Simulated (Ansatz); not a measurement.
ZrB₂ (MoSi2 or CaC2 type, I4/mmm) under volume change, DFT-PBEsol in the program Ansatz with PAW potentials, shape and atoms relaxed at each volume.

```tsv
V (Å³/atom)	E − E(relaxed) (meV/atom)	P (GPa)
11.162	54.1	16.91
11.530	22.8	10.45
11.898	5.4	4.85
12.266	0.0	0.00
12.634	4.9	-4.19
13.002	(withheld)	(withheld)
13.370	(withheld)	(withheld)
```

Question: Fill in the missing entries.

Answer: 
- 13.370, E − E(relaxed) (meV/atom): 40.6
- 13.370, P (GPa): -11.01
- 13.002, E − E(relaxed) (meV/atom): 18.9
- 13.002, P (GPa): -7.85

Question: What does a third-order Birch–Murnaghan fit give for V₀, B₀ and B′?

Answer: V₀ = 12.27 Å³/atom, B₀ = 150 GPa, B′ = 3.7.

A made-up cell: these elements were put on the sites of a structure type; neither database checked (COD, Materials Project) lists it. It is not the phase usual at ambient conditions (space group No. 191). Symmetry was held in the PBEsol relaxation; of distortions, only those at the zone centre were tested. No spin polarisation was allowed.

Potentials: the earlier of the program's two PAW sets.
